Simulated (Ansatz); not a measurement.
Pressure against volume: Bi$_{2}$Pd

```
CELL_PARAMETERS angstrom
-1.68100 1.68100 6.49150
1.68100 -1.68100 6.49150
1.68100 1.68100 -6.49150
ATOMIC_POSITIONS crystal
Bi 0.36300 0.36300 0.00000
Bi 0.63700 0.63700 0.00000
Pd 0.00000 0.00000 0.00000
```

The cell is COD entry 9012857, as deposited and not checked against the literature; nothing was relaxed.

Spin polarisation is left out, and whether a magnetic state lies lower isn't shown here.

Spin–orbit coupling is left out, though it moves levels of the heavy atoms by tenths of an eV or more.

Methods: DFT, PBEsol, all-electron LAPW, scalar-relativistic (Ansatz 0.2.0); DFT, PBEsol, PAW with Ansatz's default frozen-core files, scalar-relativistic (Ansatz 0.2.0).

For LAPW: a Γ-centred 15×15×15 k mesh, Fermi–Dirac smearing of 0.08 eV, basis error target 1 meV/atom, no spin polarisation. PAW takes a cutoff of 420 eV at this cell (files made with PBE, cores remade for this functional). The Ansatz runs share mesh, smearing and spin set-up. Plane-wave (PAW) pressures include the program's estimate of the Pulay term.

The cell above is scaled evenly, with fractional coordinates and shape held.

```json
{"V/V(cell)": "0.9400", "V (Å³/atom)": "22.990", "P, LAPW (GPa)": "4.85", "P, PAW (GPa)": "4.83", "free energy over the lowest listed, PAW (meV/atom)": "16.1"}
{"V/V(cell)": "0.9600", "V (Å³/atom)": "23.480", "P, LAPW (GPa)": "2.58", "P, PAW (GPa)": "2.57", "free energy over the lowest listed, PAW (meV/atom)": "4.8"}
{"V/V(cell)": "0.9800", "V (Å³/atom)": "23.969", "P, LAPW (GPa)": "0.56", "P, PAW (GPa)": "0.55", "free energy over the lowest listed, PAW (meV/atom)": "0.1"}
{"V/V(cell)": "0.9900", "V (Å³/atom)": "24.213", "P, LAPW (GPa)": "-0.36", "P, PAW (GPa)": "-0.37", "free energy over the lowest listed, PAW (meV/atom)": "0.0"}
{"V/V(cell)": "1.0000", "V (Å³/atom)": "24.458", "P, LAPW (GPa)": "-1.23", "P, PAW (GPa)": "-1.24", "free energy over the lowest listed, PAW (meV/atom)": "1.2"}
{"V/V(cell)": "1.0100", "V (Å³/atom)": "24.702", "P, LAPW (GPa)": "-2.04", "P, PAW (GPa)": "-2.06", "free energy over the lowest listed, PAW (meV/atom)": "3.8"}
{"V/V(cell)": "1.0200", "V (Å³/atom)": "24.947", "P, LAPW (GPa)": "?", "P, PAW (GPa)": "?", "free energy over the lowest listed, PAW (meV/atom)": "?"}
{"V/V(cell)": "1.0400", "V (Å³/atom)": "25.436", "P, LAPW (GPa)": "-4.22", "P, PAW (GPa)": "-4.23", "free energy over the lowest listed, PAW (meV/atom)": "18.3"}
{"V/V(cell)": "1.0600", "V (Å³/atom)": "25.925", "P, LAPW (GPa)": "-5.47", "P, PAW (GPa)": "-5.48", "free energy over the lowest listed, PAW (meV/atom)": "33.2"}
```

(1) Fill in the row V/V(cell) = 1.0200.

(2) What do Birch–Murnaghan fits to the pressures give?

Answers

(1) P, LAPW (GPa) = -2.81, P, PAW (GPa) = -2.82, free energy over the lowest listed, PAW (meV/atom) = 7.5.

(2) LAPW: V0 = 24.12 Å³/atom, B0 = 90 GPa, B0′ = 4.9; PAW: V0 = 24.11 Å³/atom, B0 = 90 GPa, B0′ = 4.9.
